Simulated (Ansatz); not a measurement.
Space group I4/mmm (No. 139). a = 2.820 Å, b = 2.820 Å, c = 13.287 Å, α = 90.00°, β = 90.00°, γ = 90.00°
| atom | site | symmetry | x | y | z |
| --- | --- | --- | --- | --- | --- |
| Ti | 4e | 4mm | 0.0000 | 0.0000 | 0.3235 |
| Cd | 2a | 4/mmm | 0.0000 | 0.0000 | 0.0000 |

Equation of state of this Ti2Cd structure (not necessarily the ground state), with shape and atoms relaxed at each volume where symmetry leaves them free. It has no gap at any of these volumes. All numbers below come from DFT PBEsol, scalar-relativistic, plane waves, PAW in Ansatz 0.2.0.

Cutoff 420 eV; k points 20×20×20 on the computed 3-atom cell (Γ-centred); Gaussian smearing, width 0.10 eV; no spin polarisation.

```csv
V (Å³/atom),E − E(largest V) (meV/atom),P (GPa)
16.551,4.98,7.32
17.079,-12.45,3.36
17.607,-17.89,0.01
18.136,-13.20,-2.81
18.664,0.00,-5.19
```

Question: Fit a third-order Birch–Murnaghan equation to E(V).

Answer: V0 = 17.61 Å³/atom, B0 = 102 GPa, B0' = 4.7.